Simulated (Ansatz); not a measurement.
Ag:
```xyz
1
Lattice="0.0000 2.0522 2.0522 2.0522 0.0000 2.0522 2.0522 2.0522 0.0000" Properties=species:S:1:pos:R:3 pbc="T T T"
Ag     0.0000     0.0000     0.0000
```

Relaxed with r²SCAN. Special points in fractions of this cell's reciprocal vectors: Γ (0.000, 0.000, 0.000); X (0.500, 0.000, 0.500); U (0.625, 0.250, 0.625); K (0.375, 0.375, 0.750); L (0.500, 0.500, 0.500); W (0.500, 0.250, 0.750).

Task: List the band energies nearest the Fermi level at these points for plane-wave PAW r²SCAN (Ansatz code).

Result: In eV from the Fermi level; about four levels below and three above (degenerate sets whole), none deeper than 8.9 eV; … stands for higher levels left out; points with the same levels are listed once.

```tsv
k	below	above
Γ	-5.21 -5.21 -5.21 -4.19 -4.19	16.25 …
X	-6.70 -3.43 -3.18 -3.18	1.66 6.77 …
U	-5.96 -4.46 -3.97 -3.46	4.34 5.33 …
L	-5.23 -5.23 -3.39 -3.39 -0.38	3.53 …
W	-5.46 -5.46 -4.17 -3.18	6.05 6.05 …
```

Space group Fm-3m (fcc (Cu type)). Symmetry was held in the r²SCAN relaxation. The run is not spin-polarised. Scalar-relativistic: spin–orbit coupling is off unless named, which matters more the heavier the elements.

Potentials: the later of the program's two PAW sets.
